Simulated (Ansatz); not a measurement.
**Ge-73 nuclear quadrupole resonance in GePt**

Cell: a computed structure from the Materials Project (it need not be an observed phase), taken as it stands.

Space group Pnma (No. 62); a = 5.7560, b = 3.7300, c = 6.1116 Å.

```
site  Wyckoff  site symmetry       x       y       z
  Ge       4c            .m.  0.8139  0.7500  0.5880
  Pt       4c            .m.  0.0019  0.7500  0.1927
```

One atom of each set is listed.

Method: Kohn–Sham DFT in Ansatz, r2SCAN, plane waves and PAW, scalar-relativistic, 500 eV cutoff, Γ-centred 6×9×6 k-points, Fermi–Dirac smearing 0.05 eV.

Ge-73: I = 9/2, Q = -196.0 mb (year-2017 value). Static lattice, zero field.

**Question.** At which frequencies do the Ge-73 NQR lines lie?

**Answer.** For I = 9/2 and η = 0 the lines are |C_Q|/24 times 1, 2, 3 and 4; η shifts the lowest up most. At large η the states mix, and weaker lines appear at sums of the main ones; lines under 5 % of the strongest are left out.

| site | atoms | V_zz (10²¹ V/m²) | C_Q (MHz) | η | line frequencies (MHz) |
| --- | --- | --- | --- | --- | --- |
| Ge | 4 | -7.40 | 35.1 | 0.97 | 3.56, 3.67, 5.22, 5.38, 7.23 |

With no gap above 0.1 eV, as in a metal, the gradients converge slowly in k; expect changes of a tenth or more on a denser mesh. Without spin–orbit coupling the gradients at and beside Pt can be off by some per cent, at some sites by more.

Hardware: 1 thread of Intel Xeon Processor @ 2.50GHz (Skylake/Cascade Lake) (x86_64; 62 cores open to the job, memory cap 3.0 GiB, no GPU), a shared host with a load of 1.0 a core. Wall time 3.9 min, CPU time 3.8 min, peak memory 1.1 GiB.
